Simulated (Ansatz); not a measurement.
Nb2SiN:
```
CELL_PARAMETERS angstrom
      3.24458     0.00000     0.00000
     -1.62229     2.80989     0.00000
      0.00000     0.00000    12.03450
ATOMIC_POSITIONS crystal
  Si 0.33333 0.66667 0.75000
  Si 0.66667 0.33333 0.25000
  Nb 0.33333 0.66667 0.09457
  Nb 0.66667 0.33333 0.59457
  Nb 0.66667 0.33333 0.90543
  Nb 0.33333 0.66667 0.40543
  N  0.00000 0.00000 0.00000
  N  0.00000 0.00000 0.50000
```

Relaxed with r²SCAN.

**Question.** Map the electron localisation function on the plane through (0.333, 0.667, 0.750) spanned by u = [0, 0, 1] and v = [1, -1, 0] in lattice vectors, from r²SCAN (plane waves, PAW; program Ansatz).

**Answer.** x is the fraction of u, y of v (the angle between them is 90°; rows are the nearest grid lines); atoms in the plane: Si at (0.00, 0.00), Si at (0.50, 0.33), Nb at (0.34, 0.00), Nb at (0.84, 0.33), Nb at (0.16, 0.33), Nb at (0.66, 0.00), N at (0.25, 0.67), N at (0.75, 0.67).
```
|#=#@@#+--..*@- #%:.--.:%# -@*..--+#@@#=#|
|+=#@@#=-:..+@+:%%:.--.:%%:+@+..:-=#@@#=+|
|-=%@%*-:::.-%%%@#:.==.:#@%%%-.:::-*%@%=-|
|*#%%#=::-+=.:+#*-.-==-.-*#+:.=+-::=#%%#*|
|*###+-:-*%%+:.::.:-==-:.::.:+%%*-:-+###*|
|=+++=::=%@@@*. ..:----:.. .*@@@%=::=+++=|
|::--:::*@@%@@+...::..::...+@@%@@*:::--::|
|   ...-%@= =@%-...    ...-%@= =@%-...   |
|   ...-%@+ +@%-....  ....-%@+ +@%-...   |
| .....:#@%+%@#-.::....::.-#@%+%@#:..... |
|::::...=%@@@@+::-==--==-::+@@@@%=...::::|
|---:....=%@@#=:-=**++**=-:=#@@%=....:---|
|+=-.=#%#-.-=-::=#@@##@@#=::-=-.-#%#=.-=+|
|+=:.*@@@#:.:::-+%@%++%@%+-:::.:#@@@*.:=+|
|+=.:%@*%@=..:-=*@@#==#@@*=-:..=@%*@%:.=+|
|=-.:%#.=@+..:-=#@@#==#@@#=-:..+@=.#%:.-=|
|=-.:%# -@*..--=#@@#==#@@#=--..*@- #%:.-=|
|*+::*@%@@=.::.:=#@%++%@#=:.::.=@@%@*::+*|
|%#+:=#%@#:.:....+%@%%@%+....:.:#@%#=:+#%|
|@@#=:-++-.:.:::.:*%@@%*:.:::.:.-++-:=#@@|
|%@@#-.......=##+:-#%%#-:+##=.......-#@@%|
|==%@%+:::..=@@%@#::++::#@%@@=..:::+%@%==|
|+=#@@*=-:..+@+:%%:.--.:%%:+@+..:-=*@@#=+|
|#=#@@#+--..*@- #%:.--.:%# -@*..--+#@@#=#|
```
Scale: ten equal steps from 0.045 (start of ' ') to 0.801 (end of '@'), in the order ' .:-=+*#%@'; x runs from 0.000 to 1.00, y from 0.000 (bottom) to 1.00 (top).

The density is the valence pseudo-density with augmentation charge, so density and ELF within about 1 Å of a nucleus are not all-electron values.

Space group P6_3/mmc. The start of the workflow was typed in or built on a structure type; neither database checked (COD, Materials Project) lists it. Its standing as an ambient phase is unchecked. The r²SCAN relaxation kept the symmetry of its start; its stability against distortions is not shown here. The workflow began spin-polarised and lost its moments.

Potentials: the earlier of the program's two PAW sets.
